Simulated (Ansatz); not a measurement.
Phonons of YbP in the rocksalt structure

Level of theory: DFT, PBEsol, scalar-relativistic, collinear spin; plane waves to 420 eV with PAW datasets (Ansatz 0.2.0), Gaussian smearing of 0.15 eV. The datasets are Ansatz's generated set soft_2.

```cif
data_structure
_symmetry_space_group_name_H-M 'P 1'
_symmetry_Int_Tables_number 1
_cell_length_a 3.8992
_cell_length_b 3.8992
_cell_length_c 3.8992
_cell_angle_alpha 60.000
_cell_angle_beta 60.000
_cell_angle_gamma 60.000
_cell_volume 41.92
loop_
_atom_site_label
_atom_site_type_symbol
_atom_site_fract_x
_atom_site_fract_y
_atom_site_fract_z
_atom_site_occupancy
Yb1 Yb 0.50000 0.50000 0.50000 1
P1 P 0.00000 0.00000 0.00000 1
```

The start was a prototype's sites filled with these elements; the Crystallography Open Database holds the compound in this structure.

Moments typed, the run going on from the state of an earlier one (μB, in the order of the atoms): 0.05, 0.0.

The moments died out.

Force constants come from finite displacements in a 2×2×2 supercell (the unit cell's 10×10×10 k-mesh, folded to it); the long-range dipole term is not included. Points in reciprocal vectors of this cell: Γ = (0.000, 0.000, 0.000), X = (0.500, 0.000, 0.500), U = (0.625, 0.250, 0.625), K = (0.375, 0.375, 0.750), L = (0.500, 0.500, 0.500), W = (0.500, 0.250, 0.750).

Question: Is the structure dynamically stable along this path, and where does the spectrum end?

Answer: Yes: no branch is imaginary beyond numerical noise. The highest frequency is 270 cm⁻¹, at X. Points that don't fit the supercell are interpolated.

Frequencies at the named points (cm⁻¹, imaginary ones negative):
| point | ω (cm⁻¹) |
| --- | --- |
| Γ | 0 0 0 252 252 252 |
| X | 76 76 106 257 257 270 |
| U | 93 99 104 249 253 265 |
| K | 93 99 104 249 253 265 |
| L | 107 107 134 235 235 250 |
| W | 93 93 114 242 262 262 |

Question: What does the harmonic approximation give for the vibrational free energy, entropy and heat capacity?

Answer: Zero-point energy 32.1 meV/atom.
```
T (K)  F_vib (meV/atom)  S (J/K per mole of atoms)  C_V (J/K per mole of atoms)
  100              27.6                       11.5                         15.3
  200               8.5                       24.5                         21.6
  300             -21.9                       33.7                         23.3
  400             -60.5                       40.5                         24.0
  500            -105.4                       45.9                         24.3
  600            -155.3                       50.4                         24.5
  700            -209.5                       54.1                         24.6
  800            -267.4                       57.4                         24.7
  900            -328.5                       60.3                         24.8
 1000            -392.4                       63.0                         24.8
```

The highest mode, 270 cm⁻¹, is worth 390 K. At 300 K the heat capacity has reached 94 % of the classical limit 3R = 24.9 J/K per mole of atoms: a mode at k_BT already holds 92 % of its classical share, and one at 1.5 k_BT 83 %.

The crystal is a metal or nearly so; low and unstable modes depend on mesh and smearing.

Cost: 3.9 min on 4 threads of Arm Neoverse N1 (shared host), peak memory 2 GiB.

Without a U the 4f levels of Yb lie too near the Fermi level, so their share of the states there, and what hangs on it, is overstated. No spin–orbit coupling, a notable omission for heavy elements.
